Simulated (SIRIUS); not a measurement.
A self-consistent single point of GaSb (F-43m, 8 atoms in the cell; from Materials Project mp-1156, changed as shown).

```yaml
crystal:
  lattice:
    - [6.25995, 0.00000, 0.00000]
    - [0.00000, 6.25995, 0.00000]
    - [0.00000, 0.00000, 6.25995]
  atoms:
    - { symbol: Ga, position: [0.00000, 0.00000, 0.00000] }
    - { symbol: Ga, position: [0.00000, 0.50000, 0.50000] }
    - { symbol: Ga, position: [0.50000, 0.00000, 0.50000] }
    - { symbol: Ga, position: [0.50000, 0.50000, 0.00000] }
    - { symbol: Sb, position: [0.25000, 0.25000, 0.25000] }
    - { symbol: Sb, position: [0.25000, 0.75000, 0.75000] }
    - { symbol: Sb, position: [0.75000, 0.25000, 0.75000] }
    - { symbol: Sb, position: [0.75000, 0.75000, 0.25000] }
```

Method: PBE, GBRV PBE ultrasoft pseudopotentials (plane waves; SIRIUS).

SIRIUS settings:

- parameters.ngridk = 4 4 4
- parameters.xc_functionals = [XC_GGA_X_PBE, XC_GGA_C_PBE]
- parameters.gk_cutoff = 6.325 1/bohr
- parameters.pw_cutoff = 14.143 1/bohr
- parameters.smearing = fermi_dirac
- parameters.smearing_width = 0.00183747 Ha
- potentials = GBRV PBE ultrasoft pseudopotentials
- parameters.electronic_structure_method = pseudopotential
- parameters.num_bands = 82
- parameters.num_mag_dims = 0
- parameters.num_dft_iter = 100
- parameters.energy_tol = 1e-07 Ha
- parameters.density_tol = 1e-06
- mixer.type = broyden2
- mixer.beta = 0.7
- mixer.use_hartree = false

Results:

* **Number of valence electrons**: 136
* **Number of bands**: 82
* **Number of k-points after the program's reduction**: 10
* **Number of plane waves (most at a k-point)**: 7120
* **Number of SCF iterations**: 22
* **FFT grid**: 60 × 60 × 60
* **Free energy E − TS**: -32670.7237 eV
* **Fermi level (on the code's own zero)**: 7.39 eV
* **Pressure**: -1.18 GPa

Stress (GPa, positive for compression):
```
-1.18   0.00   0.00
 0.00  -1.18   0.00
 0.00   0.00  -1.18
```

For comparison: a first run was changed to give this one (lattice scaled by 1.02), and from it to this one the free energy falls by 5.1 meV/atom and the pressure goes from 1.58 to -1.18 GPa.

The structure comes from a collection of computed structures, made at another level of theory; the collection holds predicted forms beside known ones. No clean gap shows at this smearing width and mesh (spacing up to 0.25 Å⁻¹); the mesh is coarse for partly filled bands, so the values carry mesh errors. Semi-local functionals can close small gaps.

Cost on one core: roughly 100 core-seconds.
